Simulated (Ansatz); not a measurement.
BP:
```
CELL_PARAMETERS angstrom
      0.00000     2.27417     2.27417
      2.27417     0.00000     2.27417
      2.27417     2.27417     0.00000
ATOMIC_POSITIONS crystal
  B  0.25000 0.25000 0.25000
  P  0.50000 0.50000 0.50000
```

Cartesian axes are those of the cell as given.

Q: Give the proper piezoelectric stress tensor with relaxed ions from DFT-PBE in the program Ansatz with PAW potentials.

A: In C/m², rows x, y, z, Voigt columns; mesh uncertainty up to 0.01.
```
 0.00   0.00   0.00  -0.11   0.00   0.00
 0.00   0.00   0.00   0.00  -0.11   0.00
 0.00   0.00   0.00   0.00   0.00  -0.11
```

The elastic tensor of the same run (GPa):

```
 339  73.3  73.3   0.0   0.0   0.0
73.3   339  73.3   0.0   0.0   0.0
73.3  73.3   339   0.0   0.0   0.0
 0.0   0.0   0.0   185   0.0   0.0
 0.0   0.0   0.0   0.0   185   0.0
 0.0   0.0   0.0   0.0   0.0   185
```

Q: Convert to strain constants d = e·S.

A: In pC/N:
```
 0.0   0.0   0.0  -0.6   0.0   0.0
 0.0   0.0   0.0   0.0  -0.6   0.0
 0.0   0.0   0.0   0.0   0.0  -0.6
```

Space group F-43m (zinc blende). The PBE relaxation kept the symmetry of its start; phonons on a q-mesh show no instability. The volume moved by 18 % from the start of the relaxation.

Potentials: the later of the program's two PAW sets.
